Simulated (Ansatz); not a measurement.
The start is a relaxed LiCl cell with every coordinate shifted by Gaussian noise of σ = 0.3 Å. The structure is fully relaxed (lattice and positions, P = 0) with r2SCAN (plane waves to 500 eV, PAW, scalar-relativistic; Ansatz, a program for electronic structure). The first steps use a coarse 8×8×8 k-mesh.

Starting cell:
```
CELL_PARAMETERS angstrom
      0.00000     2.55614     2.55614
      2.55614     0.00000     2.55614
      2.55614     2.55614     0.00000
ATOMIC_POSITIONS crystal
  Cl 0.15637 0.20496 0.73890
  Li 0.46406 0.60275 0.37659
```

### Question
How much energy is released per atom?

### Answer
0.44 eV/atom.

### Question
How do the shortest distances between atoms change?

### Answer
The closest pairs of elements (up to four, under 3.6 Å), start → end: Cl–Li 1.81 → 2.56 Å.

### Question
Is the relaxed structure metallic? Give its gap.

### Answer
7.29 eV, direct (no spin-orbit coupling).

Relaxed structure:

```cif
data_Cl4Li4
_chemical_formula_sum 'Cl4 Li4'
_space_group_name_H-M_alt 'Fm-3m'
_space_group_IT_number 225
_space_group_name_Hall '-F 4 2 3'
_cell_length_a 5.11265
_cell_length_b 5.11265
_cell_length_c 5.11265
_cell_angle_alpha 90.000
_cell_angle_beta 90.000
_cell_angle_gamma 90.000
loop_
_atom_site_label
_atom_site_type_symbol
_atom_site_symmetry_multiplicity
_atom_site_Wyckoff_symbol
_atom_site_fract_x
_atom_site_fract_y
_atom_site_fract_z
_atom_site_occupancy
Cl1 Cl 4 a 0.00000 0.00000 0.00000 1
Li1 Li 4 b 0.50000 0.50000 0.50000 1
```
(The calculation used a cell of 2 atoms; values per cell refer to that cell.)

Final values are on a 11×11×11 k-mesh of the relaxed cell. No spin polarisation in the result.
